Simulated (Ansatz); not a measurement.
Property card for Ti₄H₃NS₈

Ti₄H₃NS₈:
```yaml
crystal:
  lattice:
    - [6.83264, 0.00000, 0.00000]
    - [-3.41632, 5.91724, 0.00000]
    - [0.00000, 0.00000, 8.63785]
  atoms:
    - { symbol: S, position: [0.33364, 0.16682, 0.02657] }
    - { symbol: S, position: [0.33333, 0.66667, 0.02530] }
    - { symbol: S, position: [0.83318, 0.16682, 0.02657] }
    - { symbol: S, position: [0.83318, 0.66636, 0.02657] }
    - { symbol: Ti, position: [0.00000, 0.00000, 0.18900] }
    - { symbol: Ti, position: [0.00117, 0.50058, 0.18975] }
    - { symbol: Ti, position: [0.49942, 0.99883, 0.18975] }
    - { symbol: Ti, position: [0.49942, 0.50058, 0.18975] }
    - { symbol: S, position: [0.16661, 0.33323, 0.35078] }
    - { symbol: S, position: [0.16661, 0.83339, 0.35078] }
    - { symbol: S, position: [0.66667, 0.33333, 0.35163] }
    - { symbol: S, position: [0.66677, 0.83339, 0.35078] }
    - { symbol: N, position: [0.00000, 0.00000, 0.66761] }
    - { symbol: H, position: [0.15831, 0.07916, 0.71234] }
    - { symbol: H, position: [0.92084, 0.07916, 0.71234] }
    - { symbol: H, position: [0.92084, 0.84169, 0.71234] }
```

Space group P3m1 (No. 156); conventional cell a = 6.833 Å, b = 6.833 Å, c = 8.638 Å, α = 90.00°, β = 90.00°, γ = 120.00°.

Method: DFT-r²SCAN+D4 in the program Ansatz with PAW potentials. The cell and atoms are relaxed at this level. Other levels are named where they apply.

Cell and energy:

```yaml
volume_per_atom: 21.83 Å³
density: 2.21 g/cm³
Formation energy from the elements (no fitted shifts): -1.18 eV/atom
```

Electronic structure:

```yaml
band_gap: 0.32 eV (direct)
valence_band_maximum: at Γ
conduction_band_minimum: at Γ
Electron effective mass, band 1 of 3 at the edge: 0.81 along x, 19 along z (mₑ)
Electron effective mass, band 2 of 3 at the edge: 0.37 along x, 19 along z (mₑ)
Electron effective mass, band 3 of 3 at the edge: 0.50 along x (mₑ)
Hole effective mass, band 1 of 2 at the edge: 0.20 along x (mₑ)
Hole effective mass, band 2 of 2 at the edge: 0.12 along x (mₑ)
HSE06 gap on the r²SCAN+D4 cell: 0.81 eV
```

Mechanics:

```yaml
Bulk modulus (Birch–Murnaghan fit): 7.5 GPa
Pressure derivative B′: 11.7
```

Charges:

```yaml
bader_charges: S -0.95 to -0.92, Ti +1.87, N -1.09, H +0.37 e
```

The cell is a constructed one: a structure type filled with these elements; neither database checked (COD, Materials Project) lists it. Its standing as an ambient phase is unchecked. The cell was relaxed with r²SCAN+D4 under the symmetry of its start; its stability against distortions is not shown here. The run is not spin-polarised. The references are the lowest solids computed at this level, not always the standard phases (solids in place of the gases).

Potentials: the later of the program's two PAW sets.
